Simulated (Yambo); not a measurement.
```xyz
6
Lattice="3.2978 -2.0813 0.0000 3.2978 2.0813 0.0000 -2.1980 0.0000 7.0494" Properties=species:S:1:pos:R:3 pbc="T T T"
C      0.6169    -0.5849     3.9485
C      3.7808     0.5849     3.1009
C      2.6818    -0.5849     6.6256
C      1.7159     0.5849     0.4238
Ca     1.6493     1.3548     5.2870
Ca     2.7483    -1.3548     1.7623
```

CaC2 (space group C2/c, No. 15): mean Im ε in 1 eV windows above the direct gap of 4.66 eV, for different electron-hole kernels (Yambo, broadening 0.15 eV, norm-conserving LDA (Quantum ESPRESSO, 82 Ry, scalar-relativistic) bands; 4×4×2 mesh, 8 valence and 15 conduction bands, static screening with 53 bands and a 3 Ry block, scissor 2.11 eV, Tamm-Dancoff; field along x).

| window (eV) | independent quasiparticles | BSE |
|---|---|---|
| 4.7 to 5.7 | 0.6 | 2.9 |
| 5.7 to 6.7 | 2.6 | 4.1 |
| 6.7 to 7.7 | 3.1 | 4.3 |
| 7.7 to 8.7 | 3.6 | 4.4 |
| 8.7 to 9.7 | 4.5 | 3.6 |
| 9.7 to 10.7 | 4.1 | 2.8 |

This run doesn't resolve bound excitons or single peaks, so only averages are given, and they too depend on the mesh; weight that the attraction moves below the gap isn't listed. All transitions below 12.19 eV are in the band window. The scissor comes from a G0W0 run whose convergence isn't established.

Geometry of the Materials Project entry, not relaxed at this level.

The structure is a Materials Project entry; no match was found in the copy of COD used, and its stability was not checked.
